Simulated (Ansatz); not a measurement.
A geometry of Li away from equilibrium: the start of the relaxation of a generated cell, Li placed in the AFLOW prototype A_oP8_62_2c (A_c). Computed with r2SCAN (plane waves to 500 eV, PAW, scalar-relativistic; Ansatz, a first-principles code). Γ-centred k-mesh 5×7×7 on the run's cell (coarser than for final values), Fermi–Dirac smearing 0.05 eV.

```xyz
8
Lattice="6.8898 0.0000 0.0000 0.0000 4.8837 0.0000 0.0000 0.0000 5.0533" Properties=species:S:1:pos:R:3:forces:R:3 pbc="T T T" free_energy=-1640.205 pressure_GPa=0.2
Li     3.1969     1.2209     1.4756    0.2487    0.0000   -0.0009
Li     6.6417     1.2209     1.0511    0.2487    0.0000    0.0009
Li     3.6929     3.6628     3.5778   -0.2487    0.0000    0.0009
Li     0.2480     3.6628     4.0022   -0.2487    0.0000   -0.0009
Li     1.2470     1.2209     3.3251    0.1965    0.0000    0.4102
Li     4.6919     1.2209     4.2549    0.1965    0.0000   -0.4102
Li     5.6427     3.6628     1.7282   -0.1965    0.0000   -0.4102
Li     2.1978     3.6628     0.7984   -0.1965    0.0000    0.4102
```

Positions in Å, forces in eV/Å, free energy of the cell in eV (comparable only within this code, potentials and settings). Largest force: 0.45 eV/Å, on Li5, Li6, Li7, Li8 (atoms numbered as listed); the geometry lies 0.11 eV/atom above the end of its relaxation.

No spin polarisation in the result.

The run could not lose the symmetry of its start.
